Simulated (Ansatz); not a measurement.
# Nb: from a starting cell to a relaxed one

The start is a generated cell, Nb built in the AFLOW prototype A_hR1_166_a (A_i). Cell shape, volume and atoms are optimised at zero target pressure with PBEsol (plane waves to 420 eV, PAW, scalar-relativistic; Ansatz, a program for electronic structure). First-step values are on the input's coarse k-mesh.

Ansatz input (later rounds restart from its end on a renewed k-mesh):
Ansatz 0.2 input:
```yaml
crystal:
  lattice:
    - [2.0030486, 1.1564607, 1.2928209]
    - [-2.0030486, 1.1564607, 1.2928209]
    - [0, -2.3129213, 1.2928209]
  atoms:
    - { symbol: Nb, position: [0, 0, 0] }
basis: { ecutwfc: 420, ecutrho_ratio: 4, xc_grid: 2, fft_grid_basis: typed }
kpoints: { mp_grid: { grid: [12, 12, 12] } }
hamiltonian:
  xc: pbesol
  dispersion: none
  pseudopotentials: { kind: paw }
scf: { occupations: { method: fermi_dirac, width: 0.05 } }
relax: { f_tol: 0.01, max_steps: 100, cell: { stress_tol: 0.02 } }
output: { forces: true, stress: true }
```

Outcome: The space group goes from R-3m (No. 166) to Im-3m (No. 229); the end is bcc (W type), with 1 atom in the primitive cell
Energy released: 0.67 to 0.68 eV/atom (the two k-meshes of the run give this range)
Volume change: -2.6 %, from 17.97 to 17.50 Å³/atom
Shortest distances (start → end): The closest pairs of elements (up to four, under 3.6 Å), start → end: Nb–Nb 2.65 → 2.83 Å
Band gap at the end: no gap (metallic)
Optimiser moves: 12

The end point of the relaxation:

Space group Im-3m (No. 229); a = b = c = 3.271 Å, α = β = γ = 90.00°

| atom | site | symmetry | x | y | z |
|---|---|---|---|---|---|
| Nb | 2a | m-3m | 0.0000 | 0.0000 | 0.0000 |
(The calculation used a cell of 1 atom; values per cell refer to that cell.)

Final values are on a 20×20×20 k-mesh of the relaxed cell. No spin polarisation in the result.

The run could not lose the symmetry of its start; a randomly shaken copy of 2 atoms returns to this structure.
